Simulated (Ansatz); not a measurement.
**How much do the gradients of TeBr₆ depend on the method?**

Cell: a computed structure from the Materials Project (it need not be an observed phase).

Space group P4/mnc (No. 128); a = 7.4280, c = 11.0806 Å.

| site | Wyckoff | site symmetry | x | y | z |
| --- | --- | --- | --- | --- | --- |
| Te | 2a | 4/m.. | 0.5000 | 0.5000 | 0.5000 |
| Br3 | 4e | 4.. | 0.5000 | 0.5000 | 0.2684 |
| Br7 | 8h | m.. | 0.7810 | 0.7053 | 0.5000 |

One atom of each set is listed.

First run. Level of theory: DFT, PBE, plane waves and PAW, scalar-relativistic, 420 eV cutoff, Γ-centred 5×5×3 k-points, Fermi–Dirac smearing 0.05 eV (Ansatz 0.2.0).

| site | V_zz (10²¹ V/m²) | η |
| --- | --- | --- |
| Te | -1.11 | 0.00 |
| Br3 | 70.3 | 0.00 |
| Br7 | 68.1 | 0.05 |

Second run. The same atoms and settings, except that the functional is r2SCAN and the cutoff is 500 eV.

Task: Given the first result, estimate the second.

Result: 

```json
{"site": "Te", "V_zz": "-1.16", "η": "0.00", "change of V_zz": "-0.05"}
{"site": "Br3", "V_zz": "74.3", "η": "0.00", "change of V_zz": "+3.99"}
{"site": "Br7", "V_zz": "71.8", "η": "0.06", "change of V_zz": "+3.64"}
```

The largest change of V_zz is on Br3, from 70.3 to 74.3. In per cent, |V_zz| changes by +5 to +6 on Br (all sites that start above 2).

With no gap above 0.1 eV, as in a metal, the gradients converge slowly in k; expect changes of a tenth or more on a denser mesh. Without spin–orbit coupling the gradients at and beside Te can be off by some per cent, at some sites by more. Semilocal functionals make gaps too small and can close them, so the real compound need not be a metal.
